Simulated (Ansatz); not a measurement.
## CdSe: a ladder of calculations

Cell of run 1: a structure deposited in the COD (the entry's cell lengths or inner coordinates differ somewhat from later room-temperature determinations), taken as it stands.

```yaml
crystal:
  lattice:
    - [4.30000, 0.00000, 0.00000]
    - [-2.15000, 3.72391, 0.00000]
    - [0.00000, 0.00000, 7.02000]
  atoms:
    - { symbol: Cd, position: [0.33333, 0.66667, 0.00000] }
    - { symbol: Cd, position: [0.66667, 0.33333, 0.50000] }
    - { symbol: Se, position: [0.33333, 0.66667, 0.38500] }
    - { symbol: Se, position: [0.66667, 0.33333, 0.88500] }
```

Atoms are numbered from 1 in the order listed; like atoms form one site, named after its first atom.

Relaxed positions (PBE, cell held):

```
CELL_PARAMETERS angstrom
4.30000 0.00000 0.00000
-2.15000 3.72391 0.00000
0.00000 0.00000 7.02000
ATOMIC_POSITIONS crystal
Cd 0.33333 0.66667 0.00486
Cd 0.66667 0.33333 0.50486
Se 0.33333 0.66667 0.38014
Se 0.66667 0.33333 0.88014
```

All runs are DFT with Ansatz 0.2.0 (plane waves and PAW, scalar-relativistic unless spin–orbit coupling is named, Γ-centred meshes, Fermi–Dirac smearing where given) in this cell.

Run 1: PBE, atoms as given; 420 eV, 8×8×4 k-points, smearing 0.02 eV.
Run 2: PBE, atoms relaxed; 420 eV, 8×8×4 k-points, smearing 0.02 eV.
Run 3: r2SCAN, at the relaxed atoms; 500 eV, 8×8×4 k-points, smearing 0.02 eV.
Run 4: PBE with spin–orbit coupling, at the relaxed atoms; 420 eV, 8×8×4 k-points, smearing 0.02 eV.
Run 5: PBE, at the relaxed atoms; 550 eV, 8×8×4 k-points, smearing 0.02 eV.

| run | Cd V_zz (η) | Se V_zz (η) |
| --- | --- | --- |
| 1 | 3.00 (0.00) | -1.63 (0.00) |
| 2 | 0.078 (0.00) | 0.27 (0.00) |
| 3 | ? | ? |
| 4 | 0.077 (0.00) | 0.27 (0.00) |
| 5 | 0.075 (0.00) | 0.27 (0.00) |

V_zz in 10²¹ V/m².

(1) Estimate the row of run 3.

Results:

(1) Cd: 0.11 (0.00); Se: 0.29 (0.00). It lies nearest to run 2, from whose tensors on these sites it differs by 0.03 at most (largest principal value of the difference, on Cd). Taken one at a time, the positions of the atoms (as given or relaxed) move the tensors on these sites by up to 2.92 (largest principal value of the change, on Cd), the functional (r2SCAN with its higher cutoff) by 0.03 (Cd), the cutoff by 0.01, spin–orbit coupling by 0.00.

In runs 2, 4, 5 the gap is small for the k-mesh or the smearing, and small gradients can still move by 0.1 × 10²¹ V/m² or more. In run 1 the atoms aren't at the calculated equilibrium (largest force 0.28 eV/Å).
